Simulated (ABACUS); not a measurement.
A self-consistent single point of AlGa3N4 (Pm, 8 atoms in the cell; from Materials Project mp-1228943, changed as shown) with ABACUS.

Computed with LDA (PW92), PseudoDojo 0.4 standard norm-conserving LDA (tails mended) pseudopotentials (plane waves; ABACUS).

The change in words: volume scaled by 1.06. Reference geometry (Pm):
```
AlGa3N4
1.0
    5.08487     0.00000     0.00000
    0.00000     3.12971     0.00000
   -0.00367     0.00000     5.41894
Al Ga N
1 3 4
Direct
  0.00050   0.50000   0.66730
  0.49910   0.50000   0.33520
  0.49910   0.00000   0.83130
  0.99990   0.00000   0.16620
  0.11920   0.50000   0.34130
  0.11680   0.00000   0.82530
  0.62020   0.00000   0.16610
  0.63260   0.50000   0.66730
```

Reference input (self-consistent single point, DFT, LDA (PW92), plane waves, PseudoDojo 0.4 standard norm-conserving LDA (tails mended) pseudopotentials): KPT = Gamma 3 7 3 0 0 0; basis_type = pw; dft_functional = PWLDA; ecutwfc = 84 Ry; smearing_method = fd; smearing_sigma = 0.00367493 Ry; potentials = PseudoDojo 0.4 standard norm-conserving LDA (tails mended); symmetry = 1; symmetry_prec = 1e-05; ks_solver = dav_subspace; scf_nmax = 100; scf_thr = 1.0e-09 Ry. This run's input differs from it in these lines:

```diff
@@ -29,5 +29,5 @@
 LATTICE_VECTORS
-   9.6090154588    0.0000000000    0.0000000000
-   0.0000000000    5.9142909701    0.0000000000
-  -0.0069334052    0.0000000000   10.2403162652
+   9.7974778452    0.0000000000    0.0000000000
+   0.0000000000    6.0302880288    0.0000000000
+  -0.0070694654    0.0000000000   10.4411601372
 
@@ -39,3 +39,3 @@
 1
-   0.0001778465    2.9571454850    6.8333630438 1 1 1
+   0.0001812846    3.0151440144    6.9673861596 1 1 1
 
@@ -44,5 +44,5 @@
 3
-   4.7935355381    2.9571454850    3.4325540121 1 1 1
-   4.7900958758    0.0000000000    8.5127749113 1 1 1
-   9.6069022253    0.0000000000    1.7019405633 1 1 1
+   4.8875515077    3.0151440144    3.4998768780 1 1 1
+   4.8840443459    0.0000000000    8.6797364221 1 1 1
+   9.7953231522    0.0000000000    1.7353208148 1 1 1
 
@@ -51,6 +51,6 @@
 4
-   1.1430282715    2.9571454850    3.4950199413 1 1 1
-   1.1166108663    0.0000000000    8.4513330137 1 1 1
-   5.9583597489    0.0000000000    1.7009165317 1 1 1
-   6.0740365180    2.9571454850    6.8333630438 1 1 1
+   1.1654465506    3.0151440144    3.5635679548 1 1 1
+   1.1385109825    0.0000000000    8.6170894612 1 1 1
+   6.0752215214    0.0000000000    1.7342766988 1 1 1
+   6.1931670306    3.0151440144    6.9673861596 1 1 1
 # file: KPT
```

Output (repeated stretches shortened):

```
 SELF-CONSISTENT
 -------------------------------------------
                                 init_chg = atomic

 PW ALGORITHM --------------- ION=   1  ELEC=   1--------------------------------

 Density error is 2.09139322936
                          Error Threshold = 0.01
 E_KohnSham     -545.3778778546      -7420.2467019704
 E_Fermi        0.6643842684         9.0394117115

 PW ALGORITHM --------------- ION=   1  ELEC=   2--------------------------------

 Density error is 2.1188419424
                          Error Threshold = 0.00337321488606
 E_KohnSham     -545.9136493188      -7427.5362467096
   [... lines left out ...]

 Density error is 8.92100361696e-08
                          Error Threshold = 7.62743007051e-10
 E_KohnSham     -546.3226706950      -7433.1012680301
 E_Fermi        0.7655358781         10.4156499653

 PW ALGORITHM --------------- ION=   1  ELEC=  10--------------------------------

 Density error is 9.72747319379e-10
                          Error Threshold = 1.43887155112e-10
 E_KohnSham     -546.3226707119      -7433.1012682602
 E_KS(sigma->0) -546.3226707119      -7433.1012682601
 E_entropy(-TS) -0.0000000000        -0.0000000001
 E_Fermi        0.7655357151         10.4156477477
 charge density convergence is achieved
 final etot is -7433.1012683 eV
 EFERMI = 10.415647748 eV

 STATE ENERGY(eV) AND OCCUPATIONS    NSPIN == 1
   [... 38 lines left out ...]

 TOTAL-FORCE (eV/Angstrom)
                       Al1        -0.0064117792         0.0000000000         0.0025742576
                       Ga1         0.0128370662         0.0000000000        -0.0053798027
                       Ga2         0.0260957677         0.0000000000         0.0056646157
                       Ga3        -0.0249829695         0.0000000000         0.0169284198
                        N1         0.0596205278         0.0000000000        -0.1434257812
                        N2         0.1035735777         0.0000000000         0.1235120266
                        N3         0.0000302048         0.0000000000         0.0082561973
   [... lines left out ...]

 TOTAL-STRESS (KBAR)
       -98.2020183376         0.0000000000        -0.2722125913
         0.0000000000      -101.3686503360         0.0000000000
        -0.2722125913         0.0000000000      -101.6046151773
 TOTAL-PRESSURE: -100.391761 KBAR

 --------------------------------------------
 !FINAL_ETOT_IS -7433.1012682601594861 eV
 --------------------------------------------
```

The run converged in 10 iterations. Against the reference run the free energy goes up by 20.0 meV/atom, the pressure goes from 0.68 to -10.04 GPa and the largest force goes from 0.177 to 0.171 eV/Å.

The structure comes from a collection of computed structures, made at another level of theory; the collection holds predicted forms beside known ones. Its lattice was then scaled.

Cost on one core: roughly 7 core-minutes.

“Tails mended”: in these copies of the files the far tail of each local potential was reset to the Coulomb form.
